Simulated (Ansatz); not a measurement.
Ag (fcc, Cu type)

```cif
data_Ag4
_chemical_formula_sum 'Ag4'
_space_group_name_H-M_alt 'Fm-3m'
_space_group_IT_number 225
_space_group_name_Hall '-F 4 2 3'
_cell_length_a 4.05478
_cell_length_b 4.05478
_cell_length_c 4.05478
_cell_angle_alpha 90.000
_cell_angle_beta 90.000
_cell_angle_gamma 90.000
loop_
_atom_site_label
_atom_site_type_symbol
_atom_site_symmetry_multiplicity
_atom_site_Wyckoff_symbol
_atom_site_fract_x
_atom_site_fract_y
_atom_site_fract_z
_atom_site_occupancy
Ag1 Ag 4 a 0.00000 0.00000 0.00000 1
```
(The calculation used a cell of 1 atom; values per cell refer to that cell.)

Grid over V/V₀ and (c/a)/(c/a)₀, subscript 0 meaning the relaxed cell; the conventional c axis lies along z; no internal relaxation.

Level of theory: PBEsol (plane waves to 420 eV, PAW, scalar-relativistic; Ansatz, a quantum-chemistry and plane-wave program). k mesh 20×20×20 (Γ-centred), Fermi-Dirac smearing 0.05 eV. The energy includes the smearing's −TS. With partly filled bands, the response to shear is sensitive to the k mesh, so small differences along c/a are uncertain. Ag was relaxed with its symmetry unable to fall. The PAW data are Ansatz's earlier set. The zero of ΔE is the relaxed starting cell.

```csv
ΔE (meV/atom),V/V₀ = 0.920,V/V₀ = 0.947,V/V₀ = 0.973,V/V₀ = 1.000,V/V₀ = 1.027,V/V₀ = 1.053,V/V₀ = 1.080
(c/a)/(c/a)₀ = 0.880,68,39,23,17,20,…,…
(c/a)/(c/a)₀ = 0.920,58,29,14,9,12,23,41
(c/a)/(c/a)₀ = 0.960,…,22,7,2,6,18,35
(c/a)/(c/a)₀ = 1.000,…,20,5,0,4,16,…
(c/a)/(c/a)₀ = 1.040,…,23,7,3,7,18,36
(c/a)/(c/a)₀ = 1.080,61,…,16,10,14,25,42
(c/a)/(c/a)₀ = 1.120,77,…,…,24,27,37,…
```

**Question.** Complete the blanks.

**Answer.** 
- (c/a)/(c/a)₀ = 0.880, V/V₀ = 1.053: 31
- (c/a)/(c/a)₀ = 0.880, V/V₀ = 1.080: 48
- (c/a)/(c/a)₀ = 0.960, V/V₀ = 0.920: 50
- (c/a)/(c/a)₀ = 1.000, V/V₀ = 0.920: 48
- (c/a)/(c/a)₀ = 1.000, V/V₀ = 1.080: 34
- (c/a)/(c/a)₀ = 1.040, V/V₀ = 0.920: 51
- (c/a)/(c/a)₀ = 1.080, V/V₀ = 0.947: 32
- (c/a)/(c/a)₀ = 1.120, V/V₀ = 0.947: 48
- (c/a)/(c/a)₀ = 1.120, V/V₀ = 0.973: 30
- (c/a)/(c/a)₀ = 1.120, V/V₀ = 1.080: 53

(A scan under strain: stresses follow from slopes of the energy per volume, elastic moduli from its curvatures.)
